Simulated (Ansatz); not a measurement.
Single point in Ansatz 0.2.0 with PBE, no spin polarisation. Cutoff 420 eV, PAW datasets, 7×7×3 Γ-centred k mesh, gaussian filling (width 0.081 eV).

Computed maps in the lattice plane spanned by a (left to right, 4.61 Å, 14 points from zero) and b (bottom to top, 4.61 Å, 14 points from zero), 60° apart, at height 0.500 along c. The fields are smooth PAW ones with compensation charges, not the true ones near nuclei.

Valence density. Digits on a logarithmic scale: 0 up to 0.03 e/Å³, each further digit a factor of 1.6, 9 from 1.3 e/Å³ up:
```
33334567765433
33334579997543
33334579999754
33333579999975
43223469999996
53222357999997
54344345799997
54389834567776
43389983345555
33249994233444
33224884223333
33322333223333
33333344333333
33333455543333
```

Question: The cell is LiSiPb. Which atoms lie within 0.2 Å of this plane, and where (fractions of a and b)?

Answer: Li at (0.33, 0.33), Pb at (0.67, 0.67). The whole cell:
```yaml
crystal:
  lattice:
    - [2.30617, 3.99440, 0.00000]
    - [-2.30617, 3.99440, 0.00000]
    - [0.00000, 0.00000, 10.27562]
  atoms:
    - { symbol: Si, position: [0.00000, 0.00000, 0.33420] }
    - { symbol: Si, position: [0.00000, 0.00000, 0.66580] }
    - { symbol: Si, position: [0.00000, 0.00000, 0.00000] }
    - { symbol: Li, position: [0.66670, 0.66660, 0.20800] }
    - { symbol: Li, position: [0.66660, 0.66670, 0.79200] }
    - { symbol: Li, position: [0.33330, 0.33340, 0.50000] }
    - { symbol: Pb, position: [0.33330, 0.33340, 0.15330] }
    - { symbol: Pb, position: [0.33340, 0.33330, 0.84670] }
    - { symbol: Pb, position: [0.66670, 0.66660, 0.50000] }
```

Origin: a known structure type with other elements, at an estimated volume, so it need not be a known compound.
